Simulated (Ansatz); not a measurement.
This cell of InP (zinc blende) is off equilibrium:

```yaml
crystal:
  lattice:
    - [0.00000, 5.95953, 5.95953]
    - [2.97977, 0.00000, 2.97977]
    - [2.97977, 2.97977, 0.00000]
  atoms:
    - { symbol: P, position: [0.37500, 0.81305, 0.70929] }
    - { symbol: P, position: [0.87500, 0.68695, 0.79071] }
    - { symbol: In, position: [0.00000, 0.01475, 0.99047] }
    - { symbol: In, position: [0.50000, 0.98525, 0.00953] }
```

Method: PBE (plane waves to 420 eV, PAW, scalar-relativistic; Ansatz, an electronic-structure program). k mesh 5×10×10 (Γ-centred), Fermi-Dirac smearing 0.05 eV. Stress and pressure are positive under compression. InP was relaxed with its symmetry unable to fall.

Q: What forces act on the atoms (eV/Å, Cartesian)?

A: 
```json
[
 {"atom": "P1", "Fx": "0.018", "Fy": "0.874", "Fz": "-1.522"},
 {"atom": "P2", "Fx": "1.490", "Fy": "-1.691", "Fz": "2.140"},
 {"atom": "In3", "Fx": "-1.403", "Fy": "1.534", "Fz": "-1.903"},
 {"atom": "In4", "Fx": "-0.105", "Fy": "-0.717", "Fz": "1.285"}
]
```

Q: Give the stress tensor in GPa and the pressure.

A: 
```
   3.11    -1.17     0.91
  -1.17     2.33    -1.80
   0.91    -1.80     0.98
```
The pressure, a third of the trace, is 2.14 GPa.

(A displaced cell: forces are minus the slopes of the energy, force constants its curvatures, and phonons follow from these.)
